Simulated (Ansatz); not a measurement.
Data:

MgTe:
```
MgTe
1.0
    0.00000     3.21948     3.21948
    3.21948     0.00000     3.21948
    3.21948     3.21948     0.00000
Mg Te
1 1
Direct
  0.00000   0.00000   0.00000
  0.25000   0.25000   0.25000
```

This is the PBEsol-relaxed structure. Cartesian axes are those of the cell as given.

### Question
All from DFT-PBEsol in the program Ansatz with PAW potentials, unless another level is named. Estimate the Debye temperature from the elastic constants.

### Answer
183 K.

### Question
And the piezoelectric stress constants (proper, relaxed ions, C/m²)?

### Answer
e14 = e25 = e36 = 0.13.

### Question
What about the elastic constants (relaxed ions, GPa)?

### Answer
C11 = 45.5, C12 = 31.6, C44 = 16.4.

Space group F-43m (zinc blende). The cell was relaxed with PBEsol under the symmetry of its start. Spin–orbit coupling is left out wherever it is not named.

Potentials: the later of the program's two PAW sets.
